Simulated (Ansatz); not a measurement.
# Fields on a plane of Sc (hcp, Mg type)

```
CELL_PARAMETERS angstrom
      3.31943     0.00000     0.00000
     -1.65971     2.87471     0.00000
      0.00000     0.00000     5.16637
ATOMIC_POSITIONS crystal
  Sc 0.33333 0.66667 0.75000
  Sc 0.66667 0.33333 0.25000
```

The slice is a (1 -1 0 0) plane (indices of the conventional cell) through the point (0.333, 0.667, 0.750) (fractional), spanned by u = [110] and v = [001] in vectors of this cell: u (3.32 Å) and v (5.17 Å, at 90° to u). It covers one period; positions are fractions (u, v).

Atoms on it: Sc at (0.00, 0.00). Other atoms lie within 1 Å of the plane.

The numbers are results of PBE (plane waves to 420 eV, PAW, scalar-relativistic; Ansatz, a quantum-chemistry and plane-wave program), not measurements. k mesh 16×16×9. Near the nuclei the fields are pseudised (PAW); where an atom keeps semicore shells as valence, they peak there. Sc is run without spin polarisation. Sc was relaxed with its symmetry unable to fall.

```
|@@%*-.    .-*%@|
|@%#+:      :+#%|
|##+-.      .-+#|
|==-.        .-=|
|...          ..|
|               |
|               |
|               |
|       ..      |
|      ....     |
|     .::::.    |
|     .:--:.    |
|     .::::.    |
|      ....     |
|       ..      |
|               |
|               |
|               |
|...          ..|
|==-.        .-=|
|##+-.      .-+#|
|@%#+:      :+#%|
|@@%*-.    .-*%@|
|@@@#=.    .=#@@|
```
Scale: ten equal steps from -0.95 (start of ' ') to 0.87 (end of '@'), in the order ' .:-=+*#%@'. Values: log₁₀ of the valence density in e/Å³. The map has 15 points along u (one character each, u = 0 at the left) and 24 along v (v = 0 in the bottom row). The scale is logarithmic, as a density can span decades between atoms and voids.

```
|xxx@-  ::  -@xx|
|xx@#. .--. .#@x|
|@@#-  :++:  -#@|
|+=:  .=**=.  :=|
|    .-+**+-.   |
|...:-==++==-:..|
|====--::::--===|
|%#*+:.    .:+*#|
|@%#=.      .=#%|
|@@*-        -*@|
|@@*:   ..   :*@|
|@@*:  .::.  :*@|
|@@*:   ..   :*@|
|@@*-        -*@|
|@%#=.      .=#%|
|%#*+:.    .:+*#|
|====--::::--===|
|...:-==++==-:..|
|    .-+**+-.   |
|+=:  .=**=.  :=|
|@@#-  :++:  -#@|
|xx@#. .--. .#@x|
|xxx@-  ::  -@xx|
|xxx@=  ::  =@xx|
```
Scale: ten equal steps from 0.09 (start of ' ') to 0.75 (end of '@'), in the order ' .:-=+*#%@'. Values: electron localisation function (ELF). The map has 15 points along u (one character each, u = 0 at the left) and 24 along v (v = 0 in the bottom row). Points within 0.5 Å of a nucleus are blanked (x), as the pseudised field means little there.

| Item | Result |
|---|---|
| Density on the Sc–Sc line (3.32 Å) at its midpoint | 0.11 e/Å³ |
| ELF at that point | 0.3 |
